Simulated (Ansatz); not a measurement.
Here is the system:

HgTe:
```
CELL_PARAMETERS angstrom
      0.00000     3.28642     3.28642
      3.28642     0.00000     3.28642
      3.28642     3.28642     0.00000
ATOMIC_POSITIONS crystal
  Te 0.75000 0.75000 0.75000
  Hg 0.00000 0.00000 0.00000
```

This is the r²SCAN-relaxed structure.

All from the program Ansatz at the r²SCAN level (PAW), unless another level is named. Give the electronic character.

no gap, with almost no states at the Fermi level (zero-gap or semimetallic).

Next, the formation energy from the elements (no fitted shifts)?

-0.20 eV/atom.

And the gap with spin–orbit coupling?

none (metallic).

Space group F-43m (zinc blende). The r²SCAN relaxation kept the symmetry of its start; of distortions, only those at the zone centre were tested. The references are the lowest solids computed at this level, not always the standard phases. Spin–orbit coupling is left out wherever it is not named.

Potentials: the later of the program's two PAW sets.
